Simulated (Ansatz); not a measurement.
**Kick test of a cell of Al₃CoNi₂**

It was reached by relaxing an invented guess, and it needn't be the stable form of this composition.

The calculation used DFT PBE, scalar-relativistic, plane waves, PAW in Ansatz. Plane waves to 420 eV, a k mesh through Γ of 14×14×4 on the computed 6-atom cell and Gaussian smearing (0.10 eV); collinear spin from starting moments 0.0 0.0 0.0 0.3 0.0 0.0 μB.

The cell below (6 atoms, space group P4/mmm (No. 123)) is relaxed within its symmetry.

```yaml
crystal:
  lattice:
    - [2.85242, 0.00000, 0.00000]
    - [0.00000, 2.85242, 0.00000]
    - [0.00000, 0.00000, 8.80994]
  atoms:
    - { symbol: Al, position: [0.50000, 0.50000, 0.00000] }
    - { symbol: Al, position: [0.50000, 0.50000, 0.33625] }
    - { symbol: Al, position: [0.50000, 0.50000, 0.66375] }
    - { symbol: Co, position: [0.00000, 0.00000, 0.50000] }
    - { symbol: Ni, position: [0.00000, 0.00000, 0.83120] }
    - { symbol: Ni, position: [0.00000, 0.00000, 0.16880] }
```

For the test a repeat of it with 12 atoms (edges 2.85, 5.70, 8.81 Å) was strained at random (σ = 1.5 % a component), the atoms were moved at random (σ = 0.15 Å), and all was relaxed again on a coarse 8×4×4 mesh (in the run’s order of axes) with 0.20 eV smearing, with no symmetry imposed.

Task: Does it come back?

Result: It returns, within 1 meV/atom of the unmoved cell on that mesh and with the same symmetry when read at 0.1 Å. So it is stable against the distortions that fit this cell and that this random move excites. Modes that don't fit the cell aren't tested.
